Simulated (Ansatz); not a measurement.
Input:

NiSb:
```cif
data_Ni4Sb4
_chemical_formula_sum 'Ni4 Sb4'
_space_group_name_H-M_alt 'P 1'
_space_group_IT_number 1
_cell_length_a 3.90487
_cell_length_b 3.90487
_cell_length_c 10.62143
_cell_angle_alpha 90.000
_cell_angle_beta 90.000
_cell_angle_gamma 120.000
loop_
_space_group_symop_operation_xyz
  'x, y, z'
loop_
_atom_site_label
_atom_site_type_symbol
_atom_site_fract_x
_atom_site_fract_y
_atom_site_fract_z
_atom_site_occupancy
Ni1 Ni 0.33333 0.66667 0.12885 1
Ni2 Ni 0.66667 0.33333 0.62885 1
Ni3 Ni 0.66667 0.33333 0.87115 1
Ni4 Ni 0.33333 0.66667 0.37115 1
Sb1 Sb 0.00000 0.00000 0.00000 1
Sb2 Sb 0.00000 0.00000 0.50000 1
Sb3 Sb 0.33333 0.66667 0.75000 1
Sb4 Sb 0.66667 0.33333 0.25000 1
```

This is the r²SCAN-relaxed structure.

### Question
All from the program Ansatz at the r²SCAN level (PAW), unless another level is named. Give the electronic character.

### Answer
metallic (no gap).

### Question
Predict the density of states at the Fermi level.

### Answer
0.61 states/eV per atom (mean over ±0.08 eV).

### Question
Predict the formation energy from the elements (no fitted shifts).

### Answer
-63 meV/atom.

Space group P6_3/mmc. The cell is a constructed one: a structure type filled with these elements; the Crystallography Open Database files this formula in space group No. 194, but the cells were not matched. Its standing as an ambient phase is unchecked. Symmetry was held in the r²SCAN relaxation; its stability against distortions is not shown here. The workflow began spin-polarised and lost its moments. The references are the lowest solids computed at this level, not always the standard phases. Spin–orbit coupling is left out wherever it is not named.

Potentials: the later of the program's two PAW sets.
